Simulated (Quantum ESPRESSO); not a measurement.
# Strain and stress in Ge6GaP

Calculated results; nothing here was measured. They come from pw.x of Quantum ESPRESSO 7.5, a plane-wave density functional program, with PseudoDojo standard norm-conserving files (v0.5 for PBE, v0.4.1 for LDA and PBEsol). The cells are made up: elements, strain and atom displacements were drawn at random, and nothing was relaxed. There is no spin polarisation, spin-orbit coupling or dispersion term.

The cell has 8 sites of a zincblende or diamond lattice. Sites 1 to 4 hold Ge Ga P Ge; sites 5 to 8 hold Ge Ge Ge Ge. Cell vectors in Å: (5.912, 0.047, 0.038); (0.047, 5.903, 0.030); (0.038, 0.030, 5.949). Settings: PBE, cutoff 1088 eV, 6 x 6 x 6 k mesh shifted by half a step, Fermi-Dirac smearing of 0.1 eV.

Each run adds the same strain along x and y to one cell, with the atoms carried along; the vectors above are those of run 4. Stress is positive in tension and P is minus a third of its trace. E is the free energy for each atom above the lowest run shown.

```
run,strain (%),s_xx (GPa),s_yy (GPa),s_zz (GPa),s_xy (GPa),P (GPa),E (meV/atom)
1,-2.49,0.27,0.19,2.04,2.85,-0.83,0.00
2,-0.94,2.05,1.96,2.91,2.51,-2.31,5.64
4,0.17,3.15,3.05,3.43,2.29,-3.21,14.74
5,0.70,3.63,3.53,3.65,2.19,-3.61,20.48
6,1.55,4.35,4.24,3.97,2.04,-4.19,31.42
7,2.13,4.80,4.68,4.17,1.94,-4.55,40.00
3,-0.57,?,?,?,?,?,?
```

A rerun of one of these cells at 1377 eV and k mesh 8 x 8 x 8 moved values by no more than 0.002 eV in the cell's energy, 0.03 GPa in stress and 0.005 eV/Å in force.

## Worked fit

A parabola through the six runs shown gives s_xx = 2.99 + 0.96 e - 0.053 e² GPa, with e in per cent and a scatter of 0.01 GPa. The slope is a stiffness of 96 ± 1 GPa for each unit of this strain at e = 0, the sum of the responses of s_xx to strain along x and along y. The atoms are clamped, and relaxing them would in general lower it. The error is the larger of the fit's own and the change that a cubic makes, rounded up.

## Withheld run

Question: what s_xx should run 3 give?

The fit gives 2.43 GPa. The calculation gave 2.43 GPa.

| run | strain (%) | s_xx (GPa) | s_yy (GPa) | s_zz (GPa) | s_xy (GPa) | P (GPa) | E (meV/atom) |
| --- | --- | --- | --- | --- | --- | --- | --- |
| 3 | -0.57 | 2.43 | 2.34 | 3.10 | 2.43 | -2.62 | 8.19 |